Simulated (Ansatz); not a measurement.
Here is the system:

HfC:
```
HfC
1.0
    0.00000     2.32033     2.32033
    2.32033     0.00000     2.32033
    2.32033     2.32033     0.00000
C Hf
1 1
Cartesian
  0.00000   0.00000   0.00000
  2.32033   2.32033   2.32033
```

This is the r²SCAN-relaxed structure.

Task: All from plane-wave PAW r²SCAN (Ansatz code), unless another level is named. Estimate the highest zone-centre frequency.

Result: 52.3 meV.

Task: Next, the Debye temperature from the elastic constants?

Result: 555 K.

Space group Fm-3m (rock salt). The r²SCAN relaxation kept the symmetry of its start; of distortions, only those at the zone centre were tested. No spin polarisation was allowed. As this level gives no gap, shear constants depend on the k-mesh and smearing (Fermi–Dirac, 0.1 eV here). Scalar-relativistic: spin–orbit coupling is off unless named, which matters more the heavier the elements.

Potentials: the later of the program's two PAW sets.
